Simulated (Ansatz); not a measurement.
LaMg2:
```
CELL_PARAMETERS angstrom
      0.00000     4.39720     4.39720
      4.39720     0.00000     4.39720
      4.39720     4.39720     0.00000
ATOMIC_POSITIONS crystal
  La 0.25000 0.25000 0.25000
  La 0.00000 0.00000 0.00000
  Mg 0.62500 0.62500 0.62500
  Mg 0.12500 0.62500 0.62500
  Mg 0.62500 0.62500 0.12500
  Mg 0.62500 0.12500 0.62500
```

Relaxed with r²SCAN. Special points in fractions of this cell's reciprocal vectors: Γ (0.000, 0.000, 0.000); X (0.500, 0.000, 0.500); U (0.625, 0.250, 0.625); K (0.375, 0.375, 0.750); L (0.500, 0.500, 0.500); W (0.500, 0.250, 0.750).

Question: List the band energies nearest the Fermi level at these points for r²SCAN with spin–orbit coupling (plane waves, PAW; program Ansatz).

Answer: In eV from the Fermi level; about four levels below and three above (degenerate sets whole), none deeper than 8.9 eV; … stands for higher levels left out; points with the same levels are listed once.

```csv
k,below,above
Γ,-0.68 -0.68 -0.68 -0.68,1.44 1.44 …
X,-1.35 -1.35 -1.35 -1.35,0.34 0.34 0.34 0.34
U,-0.27 -0.27 -0.02 -0.02,0.47 0.47 0.66 0.66
L,-0.42 -0.42 -0.38 -0.38,0.14 0.14 0.60 0.60
W,-0.71 -0.71 -0.70 -0.70,0.37 0.37 0.38 0.38
```

Space group Fd-3m (cubic Laves (MgCu2 type)). The workflow started from an entry of the Crystallography Open Database (COD, 295 K). Its standing as an ambient phase is unchecked. The cell was relaxed with r²SCAN under the symmetry of its start; its stability against distortions is not shown here.

Potentials: the later of the program's two PAW sets.
